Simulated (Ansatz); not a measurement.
## Structures of CuBiH3: which is lowest?

Plane-wave DFT in Ansatz with scalar-relativistic PAW potentials, cutoff 420 eV, Γ-centred meshes chosen by cell and gap, Gaussian smearing with energies taken to zero width. Every cell was relaxed (cell and atoms) in a run of its own, within the symmetry of its start. Functional: PBE.

Relaxed structures (starts from databases or built by putting these elements on another compound's sites):
A. Pm-3m, 5 atoms in the computed cell, a = 4.153 Å; sites (symmetry × multiplicity) Cu m-3m × 1, Bi m-3m × 1, H 4/mm.m × 3; start: built
B. R-3c, 10 atoms in the computed cell, a = 5.822 Å, c = 12.160 Å; sites (symmetry × multiplicity) Cu 32 × 6, Bi -3. × 6, H .2 × 18; start: built

Question: Rank them by energy. Could pressure change the order?

Answer:
| structure | group | E − E(lowest) (meV/atom) | V (Å³/atom) | gap on mesh (eV) |
| --- | --- | --- | --- | --- |
| B | R-3c | 0.0 | 11.90 | 0.00 |
| A | Pm-3m | 415 | 14.33 | 0.00 |

B is lowest, 415 meV/atom under A. The lowest is also the densest of these, so pressure wouldn't bring one of the others in at first order. Other structures may lie lower than all of these, and vibrations aren't counted.

Spin-orbit coupling is left out, which matters for the bands of heavy elements. For Tl, Pb and Bi spin-orbit coupling shifts energies too.